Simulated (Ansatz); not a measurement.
Ansatz 0.2.0, settings compared: Ca$_{2}$CrO$_{4}$

input.yaml:

```yaml
crystal:
  lattice:
    - [0.0, 3.68855951, 0.0]
    - [3.68855951, 0.0, 0.0]
    - [1.84427926, 1.84427926, -6.05167642]
  atoms:
    - { symbol: Ca, position: [0.3538, 0.3538, 0.2924] }
    - { symbol: Ca, position: [0.6462, 0.6462, 0.7076] }
    - { symbol: Cr, position: [0.0, 0.0, 0.0], spin: 1.6 }
    - { symbol: O, position: [0.5, 0.0, 0.0] }
    - { symbol: O, position: [0.0, 0.5, 0.0] }
    - { symbol: O, position: [0.163, 0.163, 0.674] }
    - { symbol: O, position: [0.837, 0.837, 0.326] }
kpoints:
  mp_grid: { grid: [5, 5, 5], shift: [0, 0, 0] }
magnetization:
  spin_polarized: true
scf:
  occupations: { method: fermi_dirac, width: 0.1027 }
hamiltonian:
  pseudopotentials: { kind: paw }
  xc: r2scan
basis:
  ecutwfc: 500
output:
  forces: true
  stress: true
  eigenvalues: true
```

The command:

```bash
ansatz run input.yaml --threads 1 --pin off --max-ram 2560MiB --backend cpu --events-out ev --progress --plain --runs-dir out
```

Origin of the cell: a known structure type with other elements, at an estimated volume, so it need not be a known compound.

Output of this run (shortened):

```
Warning: crystal.lattice misses the space group found at crystal.symmetry.tolerance 1.0e-5 in a digit that the deck types, which is why this is a warning: making the lattice exact moves one o […]
Pseudopotentials: kind: paw
Pseudopotential: Ca, paw, valence charge 10, recommended cutoff 500 eV (meta_gga), Ca.paw.azcp
Pseudopotential: Cr, paw, valence charge 14, recommended cutoff 500 eV (meta_gga), Cr.paw.azcp
Pseudopotential: O, paw, valence charge 6, recommended cutoff 500 eV (meta_gga), O.paw.azcp
Functional definition: r2SCAN
  exchange = r2scan_x(k0 = k0, k1 = k1, a1 = a1)
  correlation = r2scan_c
Crystal: 7 atoms, lattice volume = 82.336 Å³
Basis set: ecut = 500 eV, 2083 PW (Γ), exchange–correlation on 108×108×200 points (64 copies of the dense FFT grid, shifted against one another)
Bands: 37, of which v1, the nominal top of the filled ones, is band 29 counted from 1 (28 counted from 0)
[… 14 lines left out …]
Initial density: superposition of atomic densities (chi_scale 0.1, normalization cell, long waves kept (reshape's long-wave potential 0.14 eV rms))
Starting moments: Σ|m| = 1.6 μB on 1 of 7 sites
Functional: x = r2scan, c = r2scan; τ floored in thin density (d = 2e-4 eV/Å³)
SCF iter   1: F=—  HF=-9311.331727 eV  Δρ=5.95e-2  dr2=1.28e1  dr2_τ=1.17e-1  dr2_m=1.53e-1  M=1.774 μB ∫|m|=1.864 μB
SCF iter   2: F=—  HF=-9310.877893 eV  Δρ=3.48e-2  dr2=4.96e0  dr2_τ=1.87e-2  dr2_m=6.27e-2  M=1.918 μB ∫|m|=1.992 μB  κ⁻¹=1.0e0(r=1)
SCF iter   3: F=—  HF=-9309.936274 eV  Δρ=1.51e-2  dr2=1.26e0  dr2_τ=1.03e-2  dr2_m=1.01e-2  M=1.984 μB ∫|m|=2.063 μB  defer=20  κ⁻¹=4.1e-2(r=2)
SCF iter   4: F=—  HF=-9309.789807 eV  Δρ=9.66e-3  dr2=4.08e-1  dr2_τ=5.72e-3  dr2_m=9.34e-4  M=1.999 μB ∫|m|=2.116 μB  defer=39  κ⁻¹=2.3e-2(r=3)
SCF iter   5: F=—  HF=-9309.806582 eV  Δρ=6.15e-3  dr2=1.04e-1  dr2_τ=1.66e-3  dr2_m=8.44e-4  M=2.000 μB ∫|m|=2.178 μB  defer=48  κ⁻¹=2.7e-3(r=4)
[… 9 lines left out …]
SCF iter  15: F=—  HF=-9309.836073 eV  Δρ=6.76e-5  dr2=5.50e-6  dr2_τ=1.34e-7  dr2_m=1.14e-7  M=2.000 μB ∫|m|=2.176 μB  defer=61  κ⁻¹=3.5e-5(r=8)
SCF iter  16: F=—  HF=-9309.836081 eV  Δρ=2.94e-5  dr2=1.14e-6  dr2_τ=2.17e-8  dr2_m=6.46e-8  M=2.000 μB ∫|m|=2.176 μB  defer=61  κ⁻¹=8.7e-6(r=8)
SCF iter  17: F=—  HF=-9309.836082 eV  Δρ=8.24e-6  dr2=1.43e-7  dr2_τ=4.37e-9  dr2_m=1.66e-9  M=2.000 μB ∫|m|=2.176 μB  defer=61  κ⁻¹=4.1e-5(r=8)
SCF iter  18: F=—  HF=-9309.836082 eV  Δρ=6.04e-6  dr2=8.76e-8  dr2_τ=2.29e-9  dr2_m=5.11e-10  M=2.000 μB ∫|m|=2.176 μB  defer=61  κ⁻¹=1.4e-5(r=8)
SCF iter  19: F=-9309.836082 eV  HF=-9309.836082 eV  Δρ=3.28e-6  dr2=3.33e-8  dr2_τ=4.47e-10  dr2_m=1.40e-10  M=2.000 μB ∫|m|=2.176 μB
SCF 1 converged in 19 iterations: F = -9309.836082 eV  dr2 = 3.33e-8
this state was not tested for a lower state beside it, because the mixer in use, unlike msr1, does not test its closes by its own steps (another_mixer; see scf.mixing.algorithm and scf.lower_state_search)
SCF converged after 19 iterations
Magnetization: 1.9999 μB (30.0000 up, 28.0000 down)
Absolute magnetization: 2.1811 μB (∫|ρ↑−ρ↓|, with the PAW one-centre terms)
Spin contamination: 0.0515 ħ² per cell (⟨S²⟩ above its minimum at these occupations)
Per-site moments (μB) at R_I (Å): [(0.001144, 0.952594), (0.001144, 0.952594), (1.606552, 0.760765), (-0.026814, 0.760765), (-0.026814, 0.760765), (0.034488, 0.813799), (0.034488, 0.813799)]
Free energy (F): -9309.836082 eV
Harris-Foulkes:  -9309.836082 eV  (|F-HF|=6.51e-9)
Internal energy: -9309.744800 eV  (E = F + TS)
E sigma→0 (E₀):  -9309.790441 eV
Entropy (-TS):   -0.091281 eV (-13.040 meV/atom)
Fermi energy:    9.767835 eV
--- Per-component energies (eV) ---
  E_band       = -507.971627
  E_kinetic    = 1605.407041
  E_local      = -4628.931237  (includes V_loc(G=0)·N_el)
  E_nonlocal   = 392.119589
  E_hartree    = 1793.366331
  E_xc         = -708.483776
  E_vxc        = -1015.632487  (∫ρ·V_xc dr)
  E_paw        = -3566.847906  (= ΣΔE_a)
  E_vpaw       = -510.836942  (= ΣTr[D̂ρ^β])
  E_aug_tail   = 0.004249  (compensation charges beyond the density's cutoff)
  E_vtau       = 63.173321  (kinetic-family band-sum trace: ∫τ·v_τ [+ j·A + Jᵃ·Aᵃ] dr)
  E_ewald      = -4195.537670
  E_core_change = -0.841422  (= ΣΔE_core)
[… 6 lines left out …]
  atom   3  Cr     0.000000    -0.000000     0.000000
  atom   4  O      0.000000     0.000000     0.000000
  atom   5  O      0.000000     0.000000     0.000000
  atom   6  O      0.000000     0.000000     0.013649
  atom   7  O     -0.000000    -0.000000    -0.013649
  max |Σ_I F_I| component: 3.25e-19 eV/Å
--- Stress (GPa, compression-positive) ---
       -1.171621      -0.000000      -0.000000
       -0.000000      -1.171621      -0.000000
       -0.000000      -0.000000      -3.490620
  P = ⅓ Tr σ = -1.9446 GPa (-19.446 kbar)
```

The same input was run again with these changes:

1. `kpoints.mp_grid.shift` [0, 0, 0] → [0.5, 0.5, 0.5]; `hamiltonian.xc` r2scan → pbesol
2. `kpoints.mp_grid.grid` [5, 5, 5] → [6, 6, 6]
3. `accuracy` default → low; `hamiltonian.xc` r2scan → lda
4. `hamiltonian.xc` r2scan → pbesol; `kpoints.mp_grid.grid` [5, 5, 5] → [8, 8, 8]

| run | end | SCF iterations | P (GPa) | max force component (eV/Å) | moment (μB) | ΔE(σ→0) (meV/atom) |
| --- | --- | --- | --- | --- | --- | --- |
| base | converged | 19 | -1.94 | 0.265 | 2.00 | 0 |
| 1 | converged | 13 | -4.31 | 0.171 | 1.97 | – |
| 2 | converged | 19 | -1.93 | 0.246 | 2.00 | 0.07 |
| 3 | converged | 14 | -10.15 | 0.165 | 1.89 | – |
| 4 | converged | 16 | -4.50 | 0.179 | 1.91 | – |

Energies are compared only where functional, datasets, charge and starting cell are the same.

Not properties of the system: run 3 (too coarse or loose: `accuracy` = low).

Caveats of the base run: one start, so the magnetic state may not be the lowest; the k mesh is coarse if the cell is a metal.

Run 1: the k mesh keeps only part of the crystal's symmetry.

The base run ran for 38 s of wall time on 1 CPU thread(s) of a shared host, from the program's own first density.
